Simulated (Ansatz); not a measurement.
Ansatz input file:

```yaml
crystal:
  lattice:
    - [3.4714970532, 0.0, 0.0]
    - [-1.7357485266, 3.0064046372, 0.0]
    - [0.0, 0.0, 36.9805323605]
  atoms:
    - { symbol: Te, position: [0.3333333333, 0.6666666667, 0.8582692113] }
    - { symbol: Te, position: [0.3333333333, 0.6666666667, 0.2306020697] }
    - { symbol: Te, position: [0.6666666667, 0.3333333333, 0.6723277457] }
    - { symbol: Te, position: [0.6666666667, 0.3333333333, 0.0445601677] }
    - { symbol: Te, position: [0.6666666667, 0.3333333333, 0.7693979303] }
    - { symbol: Te, position: [0.6666666667, 0.3333333333, 0.1417307887] }
    - { symbol: Te, position: [0.3333333333, 0.6666666667, 0.9554398323] }
    - { symbol: Te, position: [0.3333333333, 0.6666666667, 0.3276722543] }
    - { symbol: Mo, position: [0.3333333333, 0.6666666667, 0.7207834795] }
    - { symbol: Mo, position: [0.3333333333, 0.6666666667, 0.0931456056] }
    - { symbol: Mo, position: [0.6666666667, 0.3333333333, 0.9068543944] }
    - { symbol: Mo, position: [0.6666666667, 0.3333333333, 0.2792165205] }
basis:
  ecutwfc: 420
kpoints:
  mp_grid: { grid: [12, 12, 1] }
hamiltonian:
  xc: lda
scf:
  occupations: { method: gaussian, width: 0.02 }
output:
  forces: true
  stress: true
  eigenvalues: true
  write_density: true
  write_potential: true
  elf: true
  volumetric_format: npy
relax:
  adjacent_minimum: "off"
  f_tol: 0.005
  max_steps: 80
  cell: { stress_tol: 0.05 }
```

Command:
```bash
ansatz run input.yaml --threads 2 --pin off --max-ram 5120MiB --backend cpu --events-out ev --progress --plain --runs-dir out
```

The calculation used DFT LDA, scalar-relativistic, plane waves, PAW in Ansatz 0.2.0.

Abridged output:

```
Pseudopotentials: kind: paw
Pseudopotential: Te, paw, valence charge 16, recommended cutoff 420 eV (normal)
Pseudopotential: Mo, paw, valence charge 14, recommended cutoff 420 eV (normal)
Functional definition: SPW92
Crystal: 12 atoms, lattice volume = 385.956 Å³
Basis set: ecut = 420 eV, 7533 PW (Γ)
Bands: 111, of which v1, the nominal top of the filled ones, is band 92 counted from 1 (91 counted from 0)
Symmetry: 12 space group operations
Space group: P-3m1 (ITA 164), of the structure as read, at distance tolerance 7.3e-5 Å
k-points: 19 of 144
Initial density: superposition of atomic densities (neutral atoms: chi_scale 0, normalization atom), corrected by the library's trained network
Initial wavefunctions: pseudopotential atomic-orbital guess
Functional: x = slater, c = lda
SCF iter   1: F=—  HF=-73992.382001 eV  |F-HF|=—  |Δ(HF+E_count)|=         —  Δρ=6.56e-3  dr2=1.93e-1  ethr=1.77e-3  ⟨swp⟩=7.8  Hψ=8352  notcnv=0  defer=5
SCF iter   2: F=—  HF=-73992.360936 eV  |F-HF|=—  |Δ(HF+E_count)|=   2.11e-2  Δρ=3.51e-3  dr2=6.04e-2  ethr=1.05e-4  ⟨swp⟩=2.4  Hψ=3266  notcnv=0  defer=211
SCF iter   3: F=—  HF=-73992.356849 eV  |F-HF|=—  |Δ(HF+E_count)|=   4.09e-3  Δρ=2.05e-3  dr2=1.41e-2  ethr=3.28e-5  ⟨swp⟩=2.8  Hψ=2547  notcnv=0  defer=211
SCF iter   4: F=—  HF=-73992.356297 eV  |F-HF|=—  |Δ(HF+E_count)|=   5.52e-4  Δρ=8.54e-4  dr2=4.61e-3  ethr=7.68e-6  ⟨swp⟩=2.0  Hψ=2582  notcnv=0  defer=211
SCF iter   5: F=—  HF=-73992.356003 eV  |F-HF|=—  |Δ(HF+E_count)|=   2.94e-4  Δρ=2.20e-4  dr2=2.26e-4  ethr=2.50e-6  ⟨swp⟩=2.0  Hψ=2389  notcnv=0  defer=211
SCF iter   6: F=—  HF=-73992.356006 eV  |F-HF|=—  |Δ(HF+E_count)|=   3.09e-6  Δρ=9.42e-5  dr2=7.66e-5  ethr=1.23e-7  ⟨swp⟩=3.0  Hψ=2624  notcnv=0  defer=211
SCF iter   7: F=—  HF=-73992.355922 eV  |F-HF|=—  |Δ(HF+E_count)|=   8.43e-5  Δρ=4.12e-5  dr2=1.94e-5  ethr=4.17e-8  ⟨swp⟩=2.0  Hψ=2542  notcnv=0  defer=211
SCF iter   8: F=—  HF=-73992.355922 eV  |F-HF|=—  |Δ(HF+E_count)|=   5.89e-7  Δρ=1.49e-5  dr2=3.97e-6  ethr=1.05e-8  ⟨swp⟩=2.0  Hψ=2426  notcnv=0  defer=211
SCF iter   9: F=—  HF=-73992.355922 eV  |F-HF|=—  |Δ(HF+E_count)|=   2.90e-7  Δρ=8.27e-6  dr2=2.62e-6  ethr=2.16e-9  ⟨swp⟩=2.0  Hψ=2515  notcnv=0  defer=211
SCF iter  10: F=—  HF=-73992.355922 eV  |F-HF|=—  |Δ(HF+E_count)|=   6.00e-8  Δρ=2.84e-6  dr2=1.33e-7  ethr=1.42e-9  ⟨swp⟩=2.0  Hψ=2392  notcnv=0  defer=211
SCF iter  11: F=-73992.355922 eV  HF=-73992.355922 eV  |F-HF|=5.12e-9  |Δ(HF+E_count)|=   3.58e-8  Δρ=1.31e-6  dr2=1.69e-8  ethr=5.43e-11  ⟨swp⟩=18.8  Hψ=15823  notcnv=0
SCF iter  12: F=-73992.355922 eV  HF=-73992.355922 eV  |F-HF|=1.23e-8  |Δ(HF+E_count)|=   1.09e-8  Δρ=1.03e-6  dr2=1.45e-8  ethr=9.17e-12  ⟨swp⟩=7.3  Hψ=12041  notcnv=0
SCF iter  13: F=-73992.355922 eV  HF=-73992.355922 eV  |F-HF|=6.40e-10  |Δ(HF+E_count)|=  6.98e-10  Δρ=2.74e-7  dr2=8.08e-10  ethr=7.90e-12  ⟨swp⟩=6.7  Hψ=11491  notcnv=0
SCF 1 converged in 13 iterations: F = -73992.355922 eV  dr2 = 8.08e-10
relax step   1: F+E_penalty+E_count = -73992.35592241 eV  Δ(F+E_penalty+E_count) = +0.000e0 eV  max|allowed force component| = 1.171e-3 eV/Å  Δτ_max = 0.0000 Å  P = -0.006 GPa  Ω = 385.956 Å³  (13 SCF iters, dr2 threshold 1.00e-7 eV, accepted)
Initial density: handed on by an earlier stage of this run
Initial wavefunctions: pseudopotential atomic-orbital guess (no wavefunctions were taken with the density)
SCF iter   1: F=—  HF=-73992.356004 eV  |F-HF|=—  |Δ(HF+E_count)|=         —  Δρ=4.50e-7  dr2=9.98e-10  ethr=1.36e-7  ⟨swp⟩=5.9  Hψ=16719  notcnv=0
SCF iter   2: F=—  HF=-73992.355922 eV  |F-HF|=—  |Δ(HF+E_count)|=   8.14e-5  Δρ=3.25e-7  dr2=8.77e-10  ethr=1.00e-12  ⟨swp⟩=4.2  Hψ=6239  notcnv=0
SCF iter   3: F=—  HF=-73992.355922 eV  |F-HF|=—  |Δ(HF+E_count)|=  7.28e-11  Δρ=1.73e-7  dr2=2.21e-10  ethr=1.00e-12  ⟨swp⟩=1.0  Hψ=2109  notcnv=0
SCF iter   4: F=-73992.355922 eV  HF=-73992.355922 eV  |F-HF|=1.60e-10  |Δ(HF+E_count)|=    0.00e0  Δρ=9.33e-8  dr2=6.43e-11  ethr=1.00e-12  ⟨swp⟩=9.4  Hψ=10709  notcnv=0
SCF 2 converged in 4 iterations: F = -73992.355922 eV  dr2 = 6.43e-11
WARN: The output density's exchange-correlation potential varies sharply where the density is thin. Do not read a vacuum level from v_tot or v_xc, or from such a field of the output density. On a cell that repeats whose density bears no net charge and no dipole along the vacuum's axis use v_es (v_loc + v_h of the components); under efield.dipole_correction with no amplitude use v_es + v_field, which holds any external_charges[].barrier, or the levels of the report's work_function block, which leave it out; under a non-zero efield.amplitude the vacuum is tilted and has no level; on a cell that repeats and bears such a dipole with no correction it is tilted too, and efield.dipole_correction wi ...
SCF converged after 4 iterations
Free energy (F): -73992.355922 eV
Harris-Foulkes:  -73992.355922 eV  (|F-HF|=1.60e-10)
Internal energy: -73992.355922 eV  (E = F + TS)
E sigma→0 (E₀):  -73992.355922 eV
Fermi energy:    8.725954 eV
--- Per-component energies (eV) ---
  E_band       = -3042.200642
  E_kinetic    = 3238.141237
  E_local      = -140780.095009  (includes V_loc(G=0)·N_el)
  E_nonlocal   = -1840.339398
  E_hartree    = 70880.156839
  E_xc         = -1728.084025
  E_vxc        = -1763.551547  (∫ρ·V_xc dr)
  E_paw        = -48442.840710  (= ΣΔE_a)
  E_vpaw       = -3656.667356  (= ΣTr[D̂ρ^β])
  E_aug_tail   = -0.001344  (compensation charges beyond the density's cutoff)
  E_ewald      = 44673.385933
  E_core_change = 7.320554  (= ΣΔE_core)
  E_smearing   =  0.000000  (= −TS)
--- Forces (eV/Å), atoms counted from 1 ---
  atom   1  Te     0.00000000     0.00000000     0.00116826
  atom   2  Te     0.00000000     0.00000000     0.00050215
  atom   3  Te     0.00000000     0.00000000     0.00066895
  atom   4  Te     0.00000000     0.00000000     0.00048333
  atom   5  Te     0.00000000     0.00000000    -0.00050215
  atom   6  Te     0.00000000     0.00000000    -0.00116826
  atom   7  Te     0.00000000     0.00000000    -0.00048333
  atom   8  Te     0.00000000     0.00000000    -0.00066895
  atom   9  Mo     0.00000000     0.00000000     0.00068600
  atom  10  Mo     0.00000000     0.00000000     0.00018076
  atom  11  Mo     0.00000000     0.00000000    -0.00018076
  atom  12  Mo     0.00000000     0.00000000    -0.00068600
--- Stress (GPa, compression-positive) ---
       -0.004063       0.000000       0.000000
        0.000000      -0.004063       0.000000
        0.000000       0.000000      -0.009598
  P = ⅓ Tr σ = -0.0059 GPa (-0.059 kbar)
--- Band table (eV; the first three rows and the last of 19) ---
  k-point 0: bands = ["-52.3009", "-52.3009", "-52.2962", "-52.2962", "-28.2670", "-28.2670", "-28.2667", "-28.2667", "-28.2550", "-28.2550", "-28.2549", "-28.2549", "-28.2527", "-28.2527", "-28.2525", "-28.2525", "-28.2364", "-28.2364", "-28.2364", "-28.2364", "-28.2010", "-28.2010", "-28.2000", "-28.2000", "-28.1898", "-28.1898", "-28.1890", "-28.1890", "-28.1881", "-28.1881", "-28.1877", "-28.1877", "-28.1821", "-28.1813", "-28.1726", "-28.1716", "-28.1700", "-28.1700", "-28.1662", "-28.1662", "-28.1662", "-28.1662", "-28.1455", "-28.1455", "-26.5524", "-26.5524", "-26.5499", "-26.5499", "-26.3586", "-26.3586", "-26.3586", "-26.3586", "-26.3528", "-26.3528", "-26.3528", "-26.3528", "-4.95 ...
  k-point 1: bands = ["-52.3001", "-52.3001", "-52.2955", "-52.2955", "-28.2662", "-28.2659", "-28.2652", "-28.2649", "-28.2545", "-28.2545", "-28.2541", "-28.2539", "-28.2531", "-28.2531", "-28.2510", "-28.2508", "-28.2375", "-28.2375", "-28.2347", "-28.2347", "-28.2016", "-28.2014", "-28.2006", "-28.2006", "-28.1919", "-28.1909", "-28.1901", "-28.1894", "-28.1893", "-28.1892", "-28.1885", "-28.1880", "-28.1812", "-28.1805", "-28.1716", "-28.1707", "-28.1696", "-28.1695", "-28.1677", "-28.1677", "-28.1665", "-28.1665", "-28.1447", "-28.1447", "-26.5466", "-26.5466", "-26.5441", "-26.5441", "-26.3698", "-26.3698", "-26.3640", "-26.3640", "-26.3606", "-26.3606", "-26.3548", "-26.3548", "-4.84 ...
  k-point 2: bands = ["-52.2980", "-52.2980", "-52.2934", "-52.2934", "-28.2639", "-28.2637", "-28.2603", "-28.2601", "-28.2586", "-28.2583", "-28.2536", "-28.2536", "-28.2483", "-28.2483", "-28.2465", "-28.2463", "-28.2404", "-28.2404", "-28.2301", "-28.2301", "-28.2032", "-28.2027", "-28.2021", "-28.2021", "-28.1975", "-28.1965", "-28.1921", "-28.1921", "-28.1910", "-28.1906", "-28.1894", "-28.1885", "-28.1790", "-28.1786", "-28.1729", "-28.1729", "-28.1689", "-28.1681", "-28.1672", "-28.1672", "-28.1667", "-28.1666", "-28.1423", "-28.1423", "-26.5309", "-26.5309", "-26.5282", "-26.5282", "-26.4003", "-26.4003", "-26.3946", "-26.3946", "-26.3662", "-26.3662", "-26.3604", "-26.3604", "-4.54 ...
  k-point 18: bands = ["-52.2880", "-52.2880", "-52.2834", "-52.2834", "-28.2765", "-28.2765", "-28.2630", "-28.2630", "-28.2492", "-28.2485", "-28.2386", "-28.2386", "-28.2381", "-28.2379", "-28.2367", "-28.2367", "-28.2237", "-28.2237", "-28.2220", "-28.2218", "-28.2215", "-28.2208", "-28.2076", "-28.2076", "-28.2072", "-28.2072", "-28.1966", "-28.1953", "-28.1953", "-28.1952", "-28.1952", "-28.1950", "-28.1757", "-28.1757", "-28.1739", "-28.1739", "-28.1730", "-28.1730", "-28.1604", "-28.1604", "-28.1567", "-28.1567", "-28.1321", "-28.1321", "-26.4941", "-26.4941", "-26.4887", "-26.4887", "-26.4576", "-26.4576", "-26.4542", "-26.4542", "-26.4435", "-26.4434", "-26.4375", "-26.4375", "-2.2 ...
--- Relaxed structure (1 steps of the walk, 1 accepted, 1 SCFs on fresh bases) ---
  F+E_penalty+E_count = -73992.35592241 eV   max|allowed force component| = 1.168e-3 eV/Å   (the final SCF, on the basis selected at the relaxed cell)
  cell:  # Å, volume = 385.9556 Å³
    - [3.47149705, 0.0, 0.0]
    - [-1.73574852, 3.00640463, 0.0]
    - [0.0, 0.0, 36.9805323605]
  atoms:
    - { symbol: Te, position: [0.33333333, 0.66666666, 0.85826921] }
    - { symbol: Te, position: [0.33333333, 0.66666666, 0.23060206] }
    - { symbol: Te, position: [0.66666666, 0.33333333, 0.67232774] }
    - { symbol: Te, position: [0.66666666, 0.33333333, 0.04456016] }
    - { symbol: Te, position: [0.66666666, 0.33333333, 0.7693979303] }
    - { symbol: Te, position: [0.66666666, 0.33333333, 0.14173078] }
    - { symbol: Te, position: [0.33333333, 0.66666666, 0.95543983] }
    - { symbol: Te, position: [0.33333333, 0.66666666, 0.32767225] }
    - { symbol: Mo, position: [0.33333333, 0.66666666, 0.72078347] }
    - { symbol: Mo, position: [0.33333333, 0.66666666, 0.09314560] }
    - { symbol: Mo, position: [0.66666666, 0.33333333, 0.9068543944] }
    - { symbol: Mo, position: [0.66666666, 0.33333333, 0.27921652] }
```

The relaxation met its thresholds.

It took 44 s on 2 threads of Intel(R) Xeon(R) 6975P-C (Granite Rapids), with other jobs on the host, peak memory 1.2 GiB.

The cell holds layers, and where no dispersion correction was added their binding is poorly described.